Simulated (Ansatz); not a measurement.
Input file of a DFT run on CsPbCl3 with Ansatz:

```yaml
crystal:
  lattice:
    - [5.7709025342, 0.0, 0.0]
    - [0.0, 5.7709025342, 0.0]
    - [0.0, 0.0, 5.7709025342]
  atoms:
    - { symbol: Cs, position: [0.0, 0.0, 0.0] }
    - { symbol: Pb, position: [0.5, 0.5, 0.5] }
    - { symbol: Cl, position: [0.0, 0.5, 0.5] }
    - { symbol: Cl, position: [0.5, 0.5, 0.0] }
    - { symbol: Cl, position: [0.5, 0.0, 0.5] }
basis:
  ecutwfc: 420
  ecutrho_ratio: 4
kpoints:
  mp_grid: { grid: [4, 4, 4] }
hamiltonian:
  xc: pbe
scf:
  occupations: { method: gaussian, width: 0.05 }
output:
  forces: true
  stress: true
  eigenvalues: true
  populations: true
magnetization:
  noncollinear: true
  spin_orbit: true
```

Launched as:
```sh
ansatz run input.yaml --threads 4 --pin off --max-ram 7168MiB --backend cpu --events-out ev --progress --plain --runs-dir out
```

The start was a prototype's sites filled with these elements; the Crystallography Open Database holds the compound in this structure. The ideal cubic cell shuts out tilts of the octahedra, which such structures often take.

What will the run give?

Pressure -0.4 GPa, gap on the mesh 1.03 eV (PBE+SOC).

What the program printed, in part:

```
Pseudopotentials: kind: paw_fr
Pseudopotential: Cs, paw_fr, valence charge 9, recommended cutoff 420 eV (normal), Cs.paw.azcp#standard-fr
Pseudopotential: Pb, paw_fr, valence charge 14, recommended cutoff 420 eV (normal), Pb.paw.azcp#standard-fr
Pseudopotential: Cl, paw_fr, valence charge 7, recommended cutoff 420 eV (normal), Cl.paw.azcp#standard-fr
Crystal: 5 atoms, lattice volume = 192.190 Å³
Basis set: ecut = 420 eV, 3743 PW (Γ), exchange–correlation on 80×80×80 points (8 copies of the dense FFT grid, shifted against one another)
Bands: 54, of which v1, the nominal top of the filled ones, is band 44 counted from 1 (43 counted from 0)
Symmetry: 48 space group operations + 48 with time reversal
Magnetic group: BNS 221.93 (UNI 1595), of the structure as read, at distance tolerance 5.8e-5 Å
k-points: 10 of 64
Projection manifold: j_resolved (fully-relativistic pseudo-atomic orbitals)
Initial density: superposition of atomic densities (chi_scale 0.1, normalization cell, long waves kept (reshape's long-wave potential 0.01 eV rms))
Initial wavefunctions: pseudopotential atomic-orbital guess
Functional: x = pbe(κ = 0.804, μ = 0.21951), c = pbe(β = 0.06672)
```

SCF trace (energy estimate counted from the last row):
| iteration | ΔE (eV) | density residual (eV) | M (μB) |
| --- | --- | --- | --- |
| 1 | -1.090 | 2.18e0 | 0.00e0 |
| 2 | -0.601 | 1.24e0 | 0.00e0 |
| 3 | -4.8e-03 | 3.95e-2 | 0.00e0 |
| 4 | 8.5e-04 | 4.86e-3 | 0.00e0 |
| 5 | 8.8e-05 | 1.13e-4 | 0.00e0 |
| 6 | -7.0e-05 | 7.11e-6 | 0.00e0 |
| 7 | 0.000 | 2.23e-7 | 0.00e0 |
| 8 | 0.000 | 1.14e-8 | 0.00e0 |

```
SCF 1 converged in 8 iterations: F = -20866.005598 eV  dr2 = 1.14e-8
SCF converged after 8 iterations
Magnetization: |M| = 0.0000 μB,  M = (+0.0000, +0.0000, +0.0000) μB
Absolute magnetization: 0.0000 μB (∫|m|)
  site 0: m = (+0.0000, +0.0000, +0.0000) μB, |m| = 0.0000 μB  (R = 1.68 Å)
  site 1: m = (+0.0000, +0.0000, +0.0000) μB, |m| = 0.0000 μB  (R = 1.19 Å)
  site 2: m = (+0.0000, +0.0000, +0.0000) μB, |m| = 0.0000 μB  (R = 1.19 Å)
  site 3: m = (+0.0000, +0.0000, +0.0000) μB, |m| = 0.0000 μB  (R = 1.19 Å)
  site 4: m = (+0.0000, +0.0000, +0.0000) μB, |m| = 0.0000 μB  (R = 1.19 Å)
Free energy (F): -20866.005598 eV
E sigma→0 (E₀):  -20866.005598 eV
Fermi energy:    3.402022 eV
--- Forces (eV/Å), atoms counted from 1 ---
  atom   1  Cs     0.00000000     0.00000000     0.00000000
  atom   2  Pb     0.00000000     0.00000000     0.00000000
  atom   3  Cl     0.00000000     0.00000000     0.00000000
  atom   4  Cl     0.00000000     0.00000000     0.00000000
  atom   5  Cl     0.00000000     0.00000000     0.00000000
--- Stress (GPa, compression-positive) ---
       -0.397669       0.000000       0.000000
        0.000000      -0.397669       0.000000
        0.000000       0.000000      -0.397669
  P = ⅓ Tr σ = -0.3977 GPa (-3.977 kbar)
--- Löwdin populations: 5 sites ---
  site symbol       q [e]
     0     Cs      8.1867
     1     Pb     13.2459
     2     Cl      7.4820
     3     Cl      7.4820
     4     Cl      7.4820
```

It ran for 8.8 s on 4 threads of Arm Neoverse V1 (shared host), peak memory 1 GiB.

Semilocal functionals underestimate band gaps, commonly by a third or more.
